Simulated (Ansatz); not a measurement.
**Profile along the N–Ga line in GaN (zinc blende)**

GaN (zinc blende)

```
CELL_PARAMETERS angstrom
      0.00000     2.27427     2.27427
      2.27427     0.00000     2.27427
      2.27427     2.27427     0.00000
ATOMIC_POSITIONS crystal
  N  0.25000 0.25000 0.25000
  Ga 0.00000 0.00000 0.00000
```

Fields along a shortest N–Ga line of a {110} plane (1.97 Å), from N to Ga, interpolated on the slice's grid (step about 0.2 Å). Computed with PBE (plane waves to 420 eV, PAW, scalar-relativistic; Ansatz, an electronic-structure program). k mesh 12×12×12. Near the nuclei the fields are pseudised (PAW); where an atom keeps semicore shells as valence, they peak there. GaN was relaxed with its symmetry unable to fall.

```
distance from N (Å)  valence electron density (e/Å³)  electron localisation function  density of the highest valence band (e/Å³)  density of the lowest conduction band (e/Å³)
-------------------  -------------------------------  ------------------------------  ------------------------------------------  --------------------------------------------
0.00                                            3.51                               x                                       0.004                                         0.508
0.10                                            3.56                               x                                       0.087                                         0.517
0.20                                            3.58                               x                                       0.266                                         0.521
0.30                                            3.46                               x                                       0.435                                         0.490
0.39                                            3.03                               x                                       0.524                                         0.416
0.49                                            2.41                            0.78                                       0.514                                         0.311
0.59                                            1.80                            0.84                                       0.435                                         0.203
0.69                                            1.34                            0.85                                       0.336                                         0.115
0.79                                            1.02                            0.80                                       0.251                                         0.059
0.89                                            0.82                            0.66                                       0.185                                         0.032
0.98                                            0.72                            0.47                                       0.136                                         0.026
1.08                                            0.70                            0.33                                       0.097                                         0.034
1.18                                            0.82                            0.25                                       0.064                                         0.050
1.28                                            1.17                            0.18                                       0.037                                         0.070
1.38                                            2.10                            0.12                                       0.019                                         0.089
1.48                                            4.52                            0.07                                       0.008                                         0.106
1.58                                           10.04                               x                                       0.004                                         0.119
1.67                                           20.20                               x                                       0.003                                         0.130
1.77                                           34.15                               x                                       0.003                                         0.138
1.87                                           47.27                               x                                       0.003                                         0.143
1.97                                           47.70                               x                                       0.003                                         0.143
```

x: too close to a nucleus for the ELF to mean much. Band densities are of whole bands, smooth part only.

Density on the N–Ga line (1.97 Å) at its density minimum, 1.0 Å from N: 0.70 e/Å³. ELF at that point: 0.4. Character of the N–Ga contact (rough rule: ELF there above 0.7 covalent, below 0.2 ionic, polar between): polar, between covalent and ionic.
